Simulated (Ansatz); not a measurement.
Relaxed-ion elastic tensor of HfTc (CsCl type, Pm-3m) in GPa (Voigt order), DFT-PBEsol in the program Ansatz with PAW potentials; density 13.66 g/cm³, 16.80 Å³ per atom.

```json
[
 {"": "1", "1": "344", "2": "130", "3": "130", "4": "0.0", "5": "0.0", "6": "0.0"},
 {"": "2", "1": "130", "2": "344", "3": "130", "4": "0.0", "5": "0.0", "6": "0.0"},
 {"": "3", "1": "130", "2": "130", "3": "344", "4": "0.0", "5": "0.0", "6": "0.0"},
 {"": "4", "1": "0.0", "2": "0.0", "3": "0.0", "4": "68.2", "5": "0.0", "6": "0.0"},
 {"": "5", "1": "0.0", "2": "0.0", "3": "0.0", "4": "0.0", "5": "68.2", "6": "0.0"},
 {"": "6", "1": "0.0", "2": "0.0", "3": "0.0", "4": "0.0", "5": "0.0", "6": "68.2"}
]
```

Problem. Is the crystal mechanically stable?

Solution. Yes: the smallest eigenvalue of C is 68.2 GPa.

Problem. Work out the Voigt, Reuss and Hill averages.

Solution. K_V = 202, K_R = 202, K_H = 202; G_V = 83.6, G_R = 79.7, G_H = 81.7 GPa.

Problem. Give Young's modulus, Poisson's ratio, Pugh's ratio and the universal anisotropy index.

Solution. E = 9KG/(3K + G) = 216 GPa; ν = 0.32; K/G = 2.47 (ductile by the Pugh limit of 1.75); A_U = 5G_V/G_R + K_V/K_R − 6 = 0.25.

Problem. Estimate the sound speeds and the Debye temperature.

Solution. v_l = √((K + 4G/3)/ρ) = 4770 m/s, v_t = √(G/ρ) = 2450 m/s, mean 2740 m/s; Θ = (h/k)(3n/4πV)^(1/3) v_m = 318 K.

Problem. Give the Zener ratio and Young's modulus along [100], [110] and [111].

Solution. A = 2C44/(C11 − C12) = 0.64; 1/E = S11 − 2(S11 − S12 − S44/2)Γ with Γ = 0, 1/4, 1/3 gives 272, 200, 184 GPa.

The workflow started from an entry of the Crystallography Open Database (COD). Its standing as an ambient phase is unchecked. Symmetry was held in the PBEsol relaxation; of distortions, only those at the zone centre were tested. No spin polarisation was allowed. As this level gives no gap, shear constants depend on the k-mesh and smearing (Fermi–Dirac, 0.1 eV here). Spin–orbit coupling is left out wherever it is not named.

Potentials: the later of the program's two PAW sets.
